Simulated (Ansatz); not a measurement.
Computed with DFT PBE+D3(BJ), scalar-relativistic, plane waves, PAW (Ansatz). Settings: cutoff 420 eV, Γ-centred meshes spaced at most about 0.3 Å⁻¹, and about 0.25 Å⁻¹ or finer for metals (2π included), Gaussian smearing. No spin polarisation in the final relaxations.

These are static total energies at zero pressure. All come from trial cells, and lower structures may exist.

Task: These unrelaxed guesses for RbSi₂ are each relaxed within their symmetry. Order them by the energy at which they end, lowest first.
A.

```xyz
3
Lattice="4.3120 0.0000 0.0000 0.0000 4.3120 0.0000 0.0000 0.0000 5.5751" Properties=species:S:1:pos:R:3 pbc="T T T"
Rb    0.0000    0.0000    0.0000
Si    2.1560    2.1560    4.4076
Si    2.1560    2.1560    1.1676
```

B.

```xyz
3
Lattice="-2.1560 2.1560 5.5751 2.1560 -2.1560 5.5751 2.1560 2.1560 -5.5751" Properties=species:S:1:pos:R:3 pbc="T T T"
Rb    0.0000    0.0000    0.0000
Si    0.0000    0.0000    4.4076
Si    0.0000    0.0000    6.7427
```

Result: A (ends in P4/mmm, 0 meV/atom), B (ends in I4/mmm, CaC2 type, 0.33 eV/atom). Even the lowest end lies +0.62 eV/atom against the elements.

A magnetic state wasn't ruled out in cells without spin, among them P4/mmm, I4/mmm. Cells relaxed within their symmetry can be saddle points. Some types were kept out of the candidates beforehand, so the set may lack a known form.
